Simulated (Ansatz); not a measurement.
Structure: RuS2 (Pa-3) from a database of computed structures, at its r2SCAN minimum. It is cubic, Pa-3 (No. 205); conventional cell a = 5.632 Å, 14.89 Å³ an atom. Ru has 6 S at 2.36 Å; S has 1 S at 2.19 Å and 3 Ru at 2.36 Å.

```yaml
crystal:
  lattice:
    - [5.63192, 0.00000, 0.00000]
    - [0.00000, 5.63192, 0.00000]
    - [0.00000, 0.00000, 5.63192]
  atoms:
    - { symbol: Ru, position: [0.00000, 0.50000, 0.50000] }
    - { symbol: Ru, position: [0.50000, 0.50000, 0.00000] }
    - { symbol: Ru, position: [0.50000, 0.00000, 0.50000] }
    - { symbol: Ru, position: [0.00000, 0.00000, 0.00000] }
    - { symbol: S, position: [0.38792, 0.11208, 0.88792] }
    - { symbol: S, position: [0.11208, 0.88792, 0.38792] }
    - { symbol: S, position: [0.88792, 0.38792, 0.11208] }
    - { symbol: S, position: [0.61208, 0.61208, 0.61208] }
    - { symbol: S, position: [0.38792, 0.38792, 0.38792] }
    - { symbol: S, position: [0.11208, 0.61208, 0.88792] }
    - { symbol: S, position: [0.88792, 0.11208, 0.61208] }
    - { symbol: S, position: [0.61208, 0.88792, 0.11208] }
```

3 runs of the plane-wave code Ansatz on this cell differ in the functional (and in the settings that go with it). Levels are in eV from each run's valence top; v1 is the last filled band, c1 the first empty one.

Run A, mean stress -3.3 GPa (compression positive):
```tsv
point	v5	v3	v1	c1	c2	c3
Γ	-0.73	-0.39	-0.39	2.44	4.57	4.57
M	-0.60	-0.06	-0.06	4.32	4.32	4.32
R	-1.62	-0.88	-0.88	4.30	4.30	4.30
```

Run B, mean stress 0.0 GPa (compression positive):
```tsv
point	v5	v3	v1	c1	c2	c3
Γ	-0.61	-0.53	-0.27	0.88	2.83	2.83
M	-0.58	-0.11	-0.11	2.68	2.68	2.68
R	-1.53	-0.71	-0.71	2.54	2.54	2.54
```

Run C, mean stress -3.5 GPa (compression positive):
```tsv
point	v5	v3	v1	c1	c2	c3
Γ	-0.71	-0.39	-0.39	1.74	3.84	3.84
M	-0.59	-0.06	-0.06	3.58	3.58	3.58
R	-1.59	-0.85	-0.85	3.56	3.56	3.56
```

Problem. Match the runs to r2SCAN, HSE06, PBE0.

Solution. A is PBE0, B is r2SCAN, C is HSE06. In order of the gap: r2SCAN 0.88, HSE06 1.74, PBE0 2.44 eV. The stress vanishes for r2SCAN, which relaxed the cell.

Spin-unpolarised throughout; all numbers are computed.

The runs are scalar-relativistic, without spin-orbit coupling.

The stress of a hybrid is loosely converged in these runs.

The meshes of the hybrids are coarse, so their gaps aren't converged to the digits shown.
